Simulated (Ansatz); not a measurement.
Density of states of Sn

```cif
data_structure
_symmetry_space_group_name_H-M 'I4/mmm'
_symmetry_Int_Tables_number 139
_cell_length_a 3.1815
_cell_length_b 3.1815
_cell_length_c 5.8313
_cell_angle_alpha 90.000
_cell_angle_beta 90.000
_cell_angle_gamma 90.000
_cell_volume 59.02
loop_
_atom_site_label
_atom_site_type_symbol
_atom_site_symmetry_multiplicity
_atom_site_Wyckoff_symbol
_atom_site_fract_x
_atom_site_fract_y
_atom_site_fract_z
_atom_site_occupancy
Sn1 Sn 2 a 0.00000 0.00000 0.00000 1
```

The runs use the primitive cell with vectors (-1.591, 1.591, 2.916), (1.591, -1.591, 2.916), (1.591, 1.591, -2.916) Å, to which the k mesh refers.

The cell comes from COD entry 1540069, which wasn't checked; take it as a given geometry.

No spin–orbit coupling, which matters for the heavy atoms here.

The calculation used DFT, PBEsol, all-electron LAPW, scalar-relativistic (Ansatz 0.2.0).

Settings: a Γ-centred 18×18×18 k mesh, Fermi–Dirac smearing of 0.03 eV, basis error target 1 meV/atom, no spin polarisation.

States per eV and cell, averaged over 0.4 eV, from -9.8 to 4.0 eV, with energies (bin centres) from the Fermi level; empty bins are left out. 

```csv
E (eV),total
-9.7,0.19
-9.3,0.23
-8.9,0.26
-8.5,0.30
-8.1,0.33
-7.7,0.38
-7.3,0.45
-6.9,0.51
-6.5,0.60
-6.1,0.52
-5.7,0.34
-5.3,0.25
-4.9,0.19
-4.5,0.14
-4.1,0.17
-3.7,0.24
-3.3,0.35
-2.9,0.49
-2.5,0.55
-2.1,0.68
-1.7,0.60
-1.3,0.48
-0.9,0.53
-0.5,0.59
-0.1,0.60
0.3,0.62
0.7,0.59
1.1,0.61
1.5,0.67
1.9,0.80
2.3,0.82
2.7,0.83
3.1,0.72
3.5,0.58
3.9,0.54
```
